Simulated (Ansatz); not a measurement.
An input for the plane-wave PAW code Ansatz:

```yaml
crystal:
  lattice:
    - [4.4368083035, 0.0, 0.0]
    - [-2.2184041517, 3.8423887026, 0.0]
    - [0.0, 0.0, 7.3690383573]
  atoms:
    - { symbol: Yb, position: [0.0, 0.0, 0.0] }
    - { symbol: Mn, position: [0.3333333333, 0.6666666667, 0.6225593867], spin: 4.04, spin_axis: [0.0, 0.0, 1.0] }
    - { symbol: Mn, position: [0.6666666667, 0.3333333333, 0.3774406133], spin: 4.04, spin_axis: [0.0, 0.0, 1.0] }
    - { symbol: Sb, position: [0.3333333333, 0.6666666667, 0.2474422083] }
    - { symbol: Sb, position: [0.6666666667, 0.3333333333, 0.7525577917] }
basis:
  ecutwfc: 420
  ecutrho_ratio: 4
kpoints:
  mp_grid: { grid: [8, 8, 4] }
hamiltonian:
  xc: pbe
scf:
  occupations: { method: gaussian, width: 0.05 }
output:
  forces: true
  stress: true
  eigenvalues: true
  populations: true
magnetization:
  noncollinear: true
  spin_orbit: true
relax:
  f_tol: 0.01
  max_steps: 40
  cell: { stress_tol: 0.1, fix: [volume] }
```

Launched as:
```sh
ansatz run input.yaml --threads 4 --pin off --max-ram 7168MiB --backend cpu --events-out ev --progress --plain --runs-dir out
```

The chain of runs began from a cell as deposited in COD, expanded in volume.

Predict the main results.

Energy lowered by 0.0 meV/atom, pressure 0.0 GPa, gap on the mesh zero (metallic), site spin moments Mn 3.66 μB (PBE+SOC).

The output:

```
Yb: projections on atomic orbitals take those of the free atom [Kr 4d10] 4f14 5s2 5p6 5d0 6s2, of charge +0.00 (hamiltonian.pseudopotentials.projection_atoms); the dataset's partial waves leave at most 1.3e-4 of an orbital's norm unspanned inside its sphere
Pseudopotentials: kind: paw_fr
Pseudopotential: Yb, paw_fr, valence charge 24, recommended cutoff 420 eV (normal), Yb.paw.azcp#standard-fr
Pseudopotential: Mn, paw_fr, valence charge 15, recommended cutoff 420 eV (normal), Mn.paw.azcp#standard-fr
Pseudopotential: Sb, paw_fr, valence charge 15, recommended cutoff 420 eV (normal), Sb.paw.azcp#standard-fr
Crystal: 5 atoms, lattice volume = 125.627 Å³
Basis set: ecut = 420 eV, 2467 PW (Γ), exchange–correlation on 60×60×100 points (8 copies of the dense FFT grid, shifted against one another)
Bands: 102, of which v1, the nominal top of the filled ones, is band 84 counted from 1 (83 counted from 0)
Symmetry: 6 space group operations + 6 with time reversal
Magnetic group: BNS 164.89 (UNI 1319), of the structure as read, at distance tolerance 5.0e-5 Å
k-points: 35 of 256 (time reversal used)
Projection manifold: j_resolved (fully-relativistic pseudo-atomic orbitals)
Initial density: superposition of atomic densities (chi_scale 0.1, normalization cell)
Starting moments: Σ|m| = 8.08 μB on 2 of 5 sites
Initial wavefunctions: pseudopotential atomic-orbital guess
Functional: x = pbe(κ = 0.804, μ = 0.21951), c = pbe(β = 0.06672)
```

```
SCF iter   1: F=—  HF=-34587.107676 eV  |F-HF|=—  |Δ(HF+E_count)|=         —  Δρ=5.87e-1  dr2=5.91e2  dr2_m=1.10e1  ethr=3.10e-3  |M|=3.07e0 ∫|m|=3.79e0 μB  |m|>n=0.0e0 m-floor=0.0e0 τ_xc=3.0e-15 mc-row=0.0e0  β_m=0.30  ⟨swp⟩=8.6  Hψ=18936  notcnv=0  defer=5
SCF iter   2: F=—  HF=-34667.680160 eV  |F-HF|=—  |Δ(HF+E_count)|=    8.06e1  Δρ=4.90e-1  dr2=5.53e2  dr2_m=1.12e1  ethr=3.10e-3  |M|=3.31e0 ∫|m|=3.58e0 μB  |m|>n=0.0e0 m-floor=0.0e0 τ_xc=8.5e-4 mc-row=0.0e0  β_m=0.30  ⟨swp⟩=7.1  Hψ=14019  notcnv=0  defer=173
SCF iter   3: F=—  HF=-34603.701933 eV  |F-HF|=—  |Δ(HF+E_count)|=    6.40e1  Δρ=1.84e-1  dr2=2.97e1  dr2_m=9.78e-1  ethr=3.10e-3  |M|=6.62e0 ∫|m|=6.96e0 μB  |m|>n=0.0e0 m-floor=0.0e0 τ_xc=1.4e-3 mc-row=0.0e0  β_m=1.00  ⟨swp⟩=5.5  Hψ=9854  notcnv=0  defer=311
SCF iter   4: F=—  HF=-34591.350177 eV  |F-HF|=—  |Δ(HF+E_count)|=    1.24e1  Δρ=1.46e-1  dr2=2.08e1  dr2_m=1.81e-1  ethr=3.10e-3  |M|=7.37e0 ∫|m|=7.74e0 μB  |m|>n=0.0e0 m-floor=0.0e0 τ_xc=1.8e-3 mc-row=0.0e0  β_m=1.00  ⟨swp⟩=3.5  Hψ=8919  notcnv=0  defer=316
SCF iter   5: F=—  HF=-34902.825246 eV  |F-HF|=—  |Δ(HF+E_count)|=    3.11e2  Δρ=1.38e0  dr2=2.65e3  dr2_m=2.15e1  ethr=3.10e-3  |M|=1.18e0 ∫|m|=1.37e0 μB  |m|>n=0.0e0 m-floor=0.0e0 τ_xc=3.7e-3 mc-row=0.0e0  β_m=0.30  ⟨swp⟩=13.3  Hψ=18252  notcnv=0  defer=401
SCF iter   6: F=—  HF=-34590.759104 eV  |F-HF|=—  |Δ(HF+E_count)|=    3.12e2  Δρ=1.41e-1  dr2=1.83e1  dr2_m=8.80e-1  ethr=3.10e-3  |M|=6.22e0 ∫|m|=6.66e0 μB  |m|>n=0.0e0 m-floor=0.0e0 τ_xc=1.6e-3 mc-row=0.0e0  β_m=1.00  ⟨swp⟩=6.1  Hψ=15507  notcnv=0  defer=351
SCF iter   7: F=—  HF=-34599.108044 eV  |F-HF|=—  |Δ(HF+E_count)|=    8.35e0  Δρ=7.56e-1  dr2=9.20e2  dr2_m=9.04e0  ethr=3.10e-3  |M|=1.65e0 ∫|m|=2.55e0 μB  |m|>n=0.0e0 m-floor=0.0e0 τ_xc=3.6e-3 mc-row=0.0e0  β_m=0.30  ⟨swp⟩=10.7  Hψ=11937  notcnv=0  defer=460
SCF iter   8: F=—  HF=-34611.957918 eV  |F-HF|=—  |Δ(HF+E_count)|=    1.28e1  Δρ=9.30e-1  dr2=1.38e3  dr2_m=8.72e0  ethr=3.10e-3  |M|=4.16e-1 ∫|m|=1.18e0 μB  |m|>n=0.0e0 m-floor=0.0e0 τ_xc=1.6e-3 mc-row=0.0e0  β_m=0.30  ⟨swp⟩=8.9  Hψ=9221  notcnv=0  defer=437
SCF iter   9: F=—  HF=-34605.874600 eV  |F-HF|=—  |Δ(HF+E_count)|=    6.08e0  Δρ=3.18e-1  dr2=1.89e2  dr2_m=1.20e0  ethr=3.10e-3  |M|=5.02e0 ∫|m|=5.48e0 μB  |m|>n=0.0e0 m-floor=0.0e0 τ_xc=7.8e-4 mc-row=0.0e0  β_m=1.00  ⟨swp⟩=8.0  Hψ=13652  notcnv=0  defer=313
SCF iter  10: F=—  HF=-34591.164116 eV  |F-HF|=—  |Δ(HF+E_count)|=    1.47e1  Δρ=1.80e-1  dr2=3.81e1  dr2_m=9.36e-1  ethr=3.10e-3  |M|=6.10e0 ∫|m|=6.59e0 μB  |m|>n=0.0e0 m-floor=0.0e0 τ_xc=7.8e-3 mc-row=0.0e0  β_m=1.00  ⟨swp⟩=6.6  Hψ=10962  notcnv=0  defer=333
...
SCF 1 converged in 55 iterations: F = -34583.534552 eV  dr2 = 3.35e-9
SCF 2 converged in 12 iterations: F = -34583.534578 eV  dr2 = 4.84e-9
...
SCF iter   4: F=—  HF=-34583.534576 eV  |F-HF|=—  |Δ(HF+E_count)|=   2.16e-9  Δρ=1.02e-6  dr2=1.73e-9  dr2_m=2.47e-11  ethr=8.85e-12  |M|=8.49e0 ∫|m|=8.74e0 μB  |m|>n=0.0e0 m-floor=0.0e0 τ_xc=8.6e-3 mc-row=0.0e0  β_m=0.45  ⟨swp⟩=2.0  Hψ=4142  notcnv=0
SCF iter   5: F=—  HF=-34583.534576 eV  |F-HF|=—  |Δ(HF+E_count)|=  1.67e-10  Δρ=8.87e-7  dr2=1.06e-9  dr2_m=1.20e-11  ethr=2.05e-12  |M|=8.49e0 ∫|m|=8.74e0 μB  |m|>n=0.0e0 m-floor=0.0e0 τ_xc=8.6e-3 mc-row=0.0e0  β_m=0.36  ⟨swp⟩=1.8  Hψ=4439  notcnv=0
SCF iter   6: F=-34583.534576 eV  HF=-34583.534576 eV  |F-HF|=3.64e-11  |Δ(HF+E_count)|=  1.02e-10  Δρ=2.38e-7  dr2=1.00e-10  dr2_m=5.67e-12  ethr=1.19e-12  |M|=8.49e0 ∫|m|=8.74e0 μB  |m|>n=0.0e0 m-floor=0.0e0 τ_xc=8.6e-3 mc-row=0.0e0  ⟨swp⟩=5.2  Hψ=13825  notcnv=0
SCF 3 converged in 6 iterations: F = -34583.534576 eV  dr2 = 1.00e-10
```

```
SCF converged after 6 iterations
Magnetization: |M| = 8.4917 μB,  M = (+0.0000,  0.0000, +8.4917) μB
Absolute magnetization: 8.7886 μB (∫|m|, with the PAW one-centre terms)
  site 0: m = (+0.0000,  0.0000, +0.0216) μB, |m| = 0.0216 μB  (R = 1.30 Å)
  site 1: m = (+0.0000,  0.0000, +3.9144) μB, |m| = 3.9144 μB  (R = 1.13 Å)
  site 2: m = (+0.0000,  0.0000, +3.9144) μB, |m| = 3.9144 μB  (R = 1.13 Å)
  site 3: m = ( 0.0000, +0.0000, -0.0181) μB, |m| = 0.0181 μB  (R = 1.13 Å)
  site 4: m = ( 0.0000,  0.0000, -0.0181) μB, |m| = 0.0181 μB  (R = 1.13 Å)
Free energy (F): -34583.534576 eV
E sigma→0 (E₀):  -34583.530645 eV
Entropy (-TS):   -0.007861 eV (-1.572 meV/atom)
Fermi energy:    11.114964 eV
--- Per-component energies (eV) ---
  E_band       = -889.180670
  E_kinetic    = 1374.864945
  E_local      = -13978.660379  (includes V_loc(G=0)·N_el)
  E_nonlocal   = 1770.852420
  E_hartree    = 6057.430687
  E_xc         = -664.877326
  E_vxc        = -683.237691  (∫ρ·V_xc dr)
  E_paw        = -19137.284782  (= ΣΔE_a)
  E_vpaw       = -1487.860644  (= ΣTr[D̂ρ^β])
  E_aug_tail   = -0.000019  (compensation charges beyond the density's cutoff)
  E_ewald      = -10005.852261
  E_smearing   = -0.007861  (= −TS)
--- Forces (eV/Å), atoms counted from 1 ---
  atom   1  Yb     0.00000000     0.00000000     0.00000000
  atom   2  Mn     0.00000000     0.00000000     0.00093581
  atom   3  Mn     0.00000000     0.00000000    -0.00093581
  atom   4  Sb     0.00000000     0.00000000     0.00785408
  atom   5  Sb     0.00000000     0.00000000    -0.00785408
--- Stress (GPa, compression-positive) ---
       -0.011993       0.000000       0.000000
        0.000000      -0.011993       0.000000
        0.000000       0.000000      -0.008620
  P = ⅓ Tr σ = -0.0109 GPa (-0.109 kbar)
--- Relaxed structure (2 steps of the walk, 2 accepted, 1 SCFs on fresh bases) ---
  F+E_penalty+E_count = -34583.53457558 eV   max|allowed force component| = 7.854e-3 eV/Å   (the final SCF, on the basis selected at the relaxed cell)
  cell:  # Å, volume = 125.6269 Å³
    - [4.43807, 0.00000, 0.00000]
    - [-2.21903, 3.84348, 0.00000]
    - [0.00000, 0.00000, 7.36486]
  atoms:
    - { symbol: Yb, position: [0.00000, 0.00000, 0.00000] }
    - { symbol: Mn, position: [0.33333, 0.66667, 0.62246] }
    - { symbol: Mn, position: [0.66667, 0.33333, 0.37754] }
    - { symbol: Sb, position: [0.33333, 0.66667, 0.24696] }
    - { symbol: Sb, position: [0.66667, 0.33333, 0.75304] }
--- Löwdin populations: 5 sites ---
  site symbol       q [e]
     0     Yb     24.2464
     1     Mn     14.1876
     2     Mn     14.1876
     3     Sb     15.4912
     4     Sb     15.4912
```

It ran for 4.9 min on 4 threads of Arm Neoverse V2, with other jobs on the host, peak memory 1.9 GiB.

Without a U the 4f levels of Yb lie too near the Fermi level, so their share of the states there, and what hangs on it, is overstated. Site moments are of spin, integrated over Gaussian weights of 0.5 Å, which gives about a tenth less on f atoms than spheres do. No antiparallel order was tried.
